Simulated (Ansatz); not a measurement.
Input file for Ansatz (an electronic-structure program):

Ansatz 0.2 input:
```yaml
crystal:
  lattice:
    - [-2.7023191706, 2.7023191706, 5.4259425653]
    - [2.7023191706, -2.7023191706, 5.4259425653]
    - [2.7023191706, 2.7023191706, -5.4259425653]
  atoms:
    - { symbol: Zn, position: [0.0, 0.0, 0.0] }
    - { symbol: Cu, position: [0.25, 0.75, 0.5] }
    - { symbol: Cu, position: [0.75, 0.25, 0.5] }
    - { symbol: Sn, position: [0.5, 0.5, 0.0] }
    - { symbol: S, position: [0.8904395015, 0.375288373, 0.0] }
    - { symbol: S, position: [0.624711627, 0.624711627, 0.5151511285] }
    - { symbol: S, position: [0.375288373, 0.8904395015, 0.0] }
    - { symbol: S, position: [0.1095604985, 0.1095604985, 0.4848488715] }
kpoints:
  mp_grid: { grid: [6, 6, 6] }
hamiltonian:
  xc: r2scan
  pseudopotentials: { kind: paw }
scf:
  occupations: { method: fixed }
output:
  optics: { e_range: [0.0, 15.0], de: 0.05, sigma: 0.1, bands: { spectra_wanted_up_to: 12 eV } }
```

Output (shortened):

```
output.optics: the spectra are integrated over the Brillouin zone by k·p interpolation around the k-points, where levels, occupations, output.optics.sigma and …
Pseudopotential: Zn, paw, valence charge 12
Pseudopotential: Cu, paw, valence charge 19
Pseudopotential: Sn, paw, valence charge 14
Pseudopotential: S, paw, valence charge 6
Functional definition: r2SCAN
Crystal: 8 atoms, lattice volume = 158.492 Å³
Basis set: ecut = 500 eV, 3987 PW (Γ), exchange–correlation on 200×200×200 points (64 copies of the dense FFT grid, shifted against one another)
Bands: 53, of which v1, the nominal top of the filled ones, is band 44 counted from 1 (43 counted from 0)
Symmetry: 8 space group operations
Space group: I-42m (ITA 121), of the structure as read, at distance tolerance 5.4e-5 Å
k-points: 30 of 216 (time reversal used)
SCF iter   1: F=—  HF=-26254.691938 eV  |F-HF|=—  |Δ(HF+E_count)|=         —  Δρ=2.50e-2  dr2=6.62e-1  dr2_τ=2.58e-2  ethr=1.77e-3  ⟨swp⟩=5.0  Hψ=5541  notcnv=0  defer=199
preconditioner: auto → Resta (q_TF=auto, 2.473 Å⁻¹)
SCF iter   2: F=—  HF=-26254.731825 eV  |F-HF|=—  |Δ(HF+E_count)|=   3.99e-2  Δρ=2.03e-2  dr2=3.87e-1  dr2_τ=4.43e-3  ethr=7.53e-4  ⟨swp⟩=2.4  Hψ=3224  notcnv=0  defer=158
SCF iter   3: F=—  HF=-26254.629805 eV  |F-HF|=—  |Δ(HF+E_count)|=   1.02e-1  Δρ=6.22e-3  dr2=4.57e-2  dr2_τ=2.40e-4  ethr=4.40e-4  ⟨swp⟩=2.0  Hψ=2114  notcnv=0  defer=188
SCF iter   4: F=—  HF=-26254.623568 eV  |F-HF|=—  |Δ(HF+E_count)|=   6.24e-3  Δρ=1.75e-3  dr2=2.59e-3  dr2_τ=5.14e-5  ethr=5.20e-5  ⟨swp⟩=2.0  Hψ=2157  notcnv=0  defer=209
SCF iter   5: F=—  HF=-26254.622932 eV  |F-HF|=—  |Δ(HF+E_count)|=   6.35e-4  Δρ=8.94e-4  dr2=8.18e-4  dr2_τ=6.31e-6  ethr=2.94e-6  ⟨swp⟩=2.0  Hψ=2366  notcnv=0  defer=209
SCF iter   6: F=—  HF=-26254.623171 eV  |F-HF|=—  |Δ(HF+E_count)|=   2.39e-4  Δρ=3.49e-4  dr2=1.92e-4  dr2_τ=4.28e-6  ethr=9.30e-7  ⟨swp⟩=2.0  Hψ=2195  notcnv=0  defer=206
SCF iter   7: F=—  HF=-26254.623156 eV  |F-HF|=—  |Δ(HF+E_count)|=   1.56e-5  Δρ=2.26e-4  dr2=6.59e-5  dr2_τ=1.87e-7  ethr=2.18e-7  ⟨swp⟩=2.5  Hψ=2569  notcnv=0  defer=94
SCF iter   8: F=—  HF=-26254.623147 eV  |F-HF|=—  |Δ(HF+E_count)|=   8.94e-6  Δρ=4.41e-5  dr2=2.88e-6  dr2_τ=1.44e-8  ethr=7.49e-8  ⟨swp⟩=2.0  Hψ=1766  notcnv=0  defer=93
SCF iter  15: F=-26254.623118 eV  HF=-26254.623118 eV  |F-HF|=1.09e-11  |Δ(HF+E_count)|=  7.28e-12  Δρ=1.64e-8  dr2=3.99e-13  dr2_τ=6.57e-15  ethr=1.00e-12  ⟨swp⟩=3.0  Hψ=3240  notcnv=0
SCF 1 converged in 15 iterations: F = -26254.623118 eV  dr2 = 3.99e-13
NSCF: frozen V_eff on 30 k-points
Optics k sum: 0 of 30 k-points
Optics k sum: 2 of 30 k-points
Optics k sum: 3 of 30 k-points
Optics k sum: 5 of 30 k-points
Optics k sum: 6 of 30 k-points
Optics k sum: 8 of 30 k-points
Optics k sum: 9 of 30 k-points
Optics k sum: 11 of 30 k-points
Optics k sum: 12 of 30 k-points
Optics k sum: 14 of 30 k-points
Optics k sum: 15 of 30 k-points
Optics k sum: 17 of 30 k-points
Optics k sum: 18 of 30 k-points
Optics k sum: 20 of 30 k-points
Optics k sum: 21 of 30 k-points
Optics k sum: 23 of 30 k-points
Optics k sum: 24 of 30 k-points
Optics k sum: 26 of 30 k-points
Optics k sum: 27 of 30 k-points
Optics k sum: 29 of 30 k-points
Optics k sum: 30 of 30 k-points
Optics k sum: 0 of 30 k-points
Optics k sum: 2 of 30 k-points
Optics k sum: 3 of 30 k-points
Optics k sum: 5 of 30 k-points
Optics k sum: 6 of 30 k-points
Optics k sum: 8 of 30 k-points
Optics k sum: 9 of 30 k-points
Optics k sum: 11 of 30 k-points
Optics k sum: 12 of 30 k-points
Optics k sum: 14 of 30 k-points
Optics k sum: 15 of 30 k-points
Optics k sum: 17 of 30 k-points
Optics k sum: 18 of 30 k-points
Optics k sum: 20 of 30 k-points
Optics k sum: 21 of 30 k-points
Optics k sum: 23 of 30 k-points
Optics k sum: 24 of 30 k-points
Optics k sum: 26 of 30 k-points
Optics k sum: 27 of 30 k-points
Optics k sum: 29 of 30 k-points
Optics k sum: 30 of 30 k-points
NSCF: frozen V_eff on 1 k-points
NSCF: frozen V_eff on 1 k-points
NSCF: frozen V_eff on 1 k-points
output.optics: what the bands over the 89 summed would add to eps1, eps2 and the energy-loss function is held between a lower and an upper bound (9 Lanczos …
SCF converged after 15 iterations
Free energy (F): -26254.623118 eV
Harris-Foulkes:  -26254.623118 eV  (|F-HF|=1.09e-11)
Internal energy: -26254.623118 eV  (E = F + TS)
E sigma→0 (E₀):  -26254.623118 eV
Fermi energy:    8.153139 eV
--- Per-component energies (eV) ---
  E_band       = -1164.826392
  E_kinetic    = 1344.436576
  E_local      = -14980.431870  (includes V_loc(G=0)·N_el)
  E_nonlocal   = 1507.620804
  E_hartree    = 6754.855656
  E_xc         = -1029.561829
  E_vxc        = -780.054803  (∫ρ·V_xc dr)
  E_paw        = -11822.671658  (= ΣΔE_a)
  E_vpaw       = -1810.523928  (= ΣTr[D̂ρ^β])
  E_aug_tail   = 0.000240  (compensation charges beyond the density's cutoff)
  E_vtau       = 44.415204  (kinetic-family band-sum trace: ∫τ·v_τ [+ j·A + Jᵃ·Aᵃ] dr)
  E_ewald      = -8028.382457
  E_core_change = -0.488582  (= ΣΔE_core)
  E_smearing   =  0.000000  (= −TS)
  E_closure    =  0.000000  (closes the sum)
  Σ components = -26254.623118   (vs F -26254.623118, Δ=0.00e0)
  [band-id]    e_kinetic+e_local+e_nonlocal+2·e_hartree+e_vxc+e_vpaw+e_augmentation_tail+e_vtau = -1164.826466   (vs E_band -1164.826392, Δ=-7.34e-5)
--- Band table (eV; the first three rows and the last of 30) ---
  k-point 0: bands = ["-107.3406", "-107.3406", "-63.2123", "-63.2123", "-63.2120", "-63.2120", "-63.1522", "-63.1521", "-15.0668", "-15.0668", "-15.0521", "-14.9775", "-14.9614", "-7.1895", "-5.6288", "-5.6025", "-5.6025", "-0.3223", "0.6692", "0.6692", …
  k-point 1: bands = ["-107.3406", "-107.3406", "-63.2123", "-63.2122", "-63.2121", "-63.2120", "-63.1522", "-63.1521", "-15.0669", "-15.0669", "-15.0524", "-14.9773", "-14.9611", "-7.0353", "-5.7448", "-5.6791", "-5.6269", "-0.2508", "0.6163", "0.6632", …
  k-point 2: bands = ["-107.3406", "-107.3406", "-63.2123", "-63.2122", "-63.2121", "-63.2120", "-63.1521", "-63.1521", "-15.0673", "-15.0670", "-15.0531", "-14.9771", "-14.9605", "-6.6501", "-5.9837", "-5.8242", "-5.7023", "-0.2267", "0.5940", "0.6557", …
  k-point 29: bands = ["-107.3406", "-107.3406", "-63.2123", "-63.2123", "-63.2120", "-63.2120", "-63.1522", "-63.1521", "-15.0665", "-15.0665", "-15.0523", "-14.9774", "-14.9614", "-6.6834", "-6.3262", "-5.6175", "-5.6175", "-0.3336", "0.5667", "0.6434", …
```

Cost: about 8 core-minutes (a rough figure) on shared cores.

The workflow started from a Materials Project entry (that database holds measured and hypothetical structures alike); the Crystallography Open Database copy checked does not list it. It is not the phase usual at ambient conditions (space group No. 82). The cell was relaxed with r²SCAN under the symmetry of its start; its stability against distortions is not shown here. The run is not spin-polarised. Scalar-relativistic: spin–orbit coupling is off unless named, which matters more the heavier the elements.

Potentials: the later of the program's two PAW sets.

Ansatz is a plane-wave DFT program.
